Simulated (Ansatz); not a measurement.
Method: DFT PBE, scalar-relativistic, plane waves, PAW in Ansatz 0.2.0. All cells share a 420 eV cutoff and Γ-centred k meshes spaced at most about 0.3 Å⁻¹ (about 0.25 or finer for metals, 2π included). No spin polarisation in the final relaxations.

All energies are static (0 K, no zero-point motion).

Two relaxed structures of Ca3SiS:

A.

```yaml
crystal:
  lattice:
    - [5.30879, 0.00000, 0.00000]
    - [0.00000, 5.19274, 0.00000]
    - [-0.26492, 0.00000, 5.48772]
  atoms:
    - { symbol: Ca, position: [0.48568, 0.50000, 0.42472] }
    - { symbol: Ca, position: [0.56655, 0.00000, 0.99827] }
    - { symbol: Ca, position: [0.00088, 0.00000, 0.45383] }
    - { symbol: Si, position: [0.94668, 0.50000, 0.11116] }
    - { symbol: S, position: [0.50020, 0.00000, 0.51201] }
```

B.

```yaml
crystal:
  lattice:
    - [4.00175, 0.00000, 0.00000]
    - [0.00000, 4.00175, 0.00000]
    - [0.00000, 0.00000, 8.74864]
  atoms:
    - { symbol: Ca, position: [0.00000, 0.00000, 0.00000] }
    - { symbol: Ca, position: [0.50000, 0.50000, 0.31853] }
    - { symbol: Ca, position: [0.50000, 0.50000, 0.68147] }
    - { symbol: Si, position: [0.50000, 0.50000, 0.00000] }
    - { symbol: S, position: [0.00000, 0.00000, 0.50000] }
```

**Question.** Which is lower in energy, and by how much?

**Answer.** A is lower, by 138 meV/atom. A has space group Pm (No. 6), 30.3 Å³/atom and a gap of 0.63 eV on its mesh; B has space group P4/mmm (No. 123), 28.0 Å³/atom and no gap. Counting S or Si atoms around Ca (for each partner element, those within 1.25 times its shortest distance or 1.15 times the sum of covalent radii, where it is the nearest in units of that sum or under 1.3; a plus sign parts groups by distance over the sum of covalent radii; a slash parts the counts of unlike sites), A has Ca 2+2 and B has Ca 4/1+4. The lower one is the more open, so pressure narrows the difference. Both come from invented guesses.

Kohn–Sham gaps at this level usually fall short of measured ones. Cells relaxed within their symmetry can be saddle points.
